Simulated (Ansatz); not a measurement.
SiSnO3:
```cif
data_O3SiSn
_chemical_formula_sum 'Si1 Sn1 O3'
_space_group_name_H-M_alt 'P4mm'
_space_group_IT_number 99
_space_group_name_Hall 'P 4 -2'
_cell_length_a 3.46536
_cell_length_b 3.46536
_cell_length_c 4.73425
_cell_angle_alpha 90.000
_cell_angle_beta 90.000
_cell_angle_gamma 90.000
loop_
_atom_site_label
_atom_site_type_symbol
_atom_site_symmetry_multiplicity
_atom_site_Wyckoff_symbol
_atom_site_fract_x
_atom_site_fract_y
_atom_site_fract_z
_atom_site_occupancy
Si1 Si 1 b 0.50000 0.50000 0.49124 1
Sn1 Sn 1 a 0.00000 0.00000 0.02106 1
O1 O 1 b 0.50000 0.50000 0.83241 1
O2 O 2 c 0.00000 0.50000 0.38064 1
```

Relaxed with r²SCAN. Plane-wave PAW r²SCAN (Ansatz code) gives a gap of 1.31 eV.

**Question.** What gap does HSE06 give on the same cell (Ansatz, PAW)?

**Answer.** 1.88 eV, 0.57 eV more. The hybrid was solved on a coarser mesh and at special points; the gap given is the minimum over both.

Cost on shared cores: the r²SCAN run (SCF on a 8×8×6 mesh, then bands and DOS) roughly 90 core-seconds, the HSE06 run (SCF on 5×5×4, then a few points) about 70 core-seconds (a rough figure); the tasks are unlike.

The cell is a constructed one: a structure type filled with these elements; neither database checked (COD, Materials Project) lists it. Its standing as an ambient phase is unchecked. The cell was relaxed with r²SCAN under the symmetry of its start; its stability against distortions is not shown here. Spin–orbit coupling is left out wherever it is not named.

Potentials: the later of the program's two PAW sets.
